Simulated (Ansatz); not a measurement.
BP:
```yaml
crystal:
  lattice:
    - [3.25957, 0.00000, 0.00000]
    - [-1.62979, 2.82287, 0.00000]
    - [0.00000, 0.00000, 6.94049]
  atoms:
    - { symbol: B, position: [0.00000, 0.50000, 0.33333] }
    - { symbol: B, position: [0.50000, 0.50000, 0.66667] }
    - { symbol: B, position: [0.50000, 0.00000, 0.00000] }
    - { symbol: P, position: [0.00000, 0.50000, 0.83333] }
    - { symbol: P, position: [0.50000, 0.50000, 0.16667] }
    - { symbol: P, position: [0.50000, 0.00000, 0.50000] }
```

Relaxed with PBEsol. Special points in fractions of this cell's reciprocal vectors: Γ (0.000, 0.000, 0.000); M (0.500, 0.000, 0.000); K (0.333, 0.333, 0.000); A (0.000, 0.000, 0.500); L (0.500, 0.000, 0.500); H (0.333, 0.333, 0.500).

Task: List the band energies nearest the Fermi level at these points for the program Ansatz at the PBEsol level (PAW).

Result: In eV from the Fermi level; about four levels below and three above (degenerate sets whole), none deeper than 8.9 eV; points with the same levels are listed once.

| k | below | above |
|---|---|---|
| Γ | -2.32 -2.32 -1.18 -1.18 -0.80 | 0.14 2.42 2.42 |
| M | -4.02 -3.26 -2.76 -2.48 | 0.01 0.66 1.09 |
| K | -5.99 -5.99 -3.41 -2.46 -2.46 | 1.55 2.73 2.73 |
| A | -1.26 -1.05 -1.05 -0.64 | 2.17 2.35 2.81 |
| L | -3.98 -3.91 -3.21 -3.09 | 1.96 2.25 2.50 |
| H | -5.90 -5.90 -3.22 -2.87 | 3.10 4.37 4.54 4.54 |

Space group P6_422. The start of the workflow was typed in or built on a structure type; neither database checked (COD, Materials Project) lists it. It is not the phase usual at ambient conditions (space group No. 216). The cell was relaxed with PBEsol under the symmetry of its start; of distortions, only those at the zone centre were tested. The Fermi level of a semimetal is unsure by some 0.05 eV on such meshes.

Potentials: the later of the program's two PAW sets.
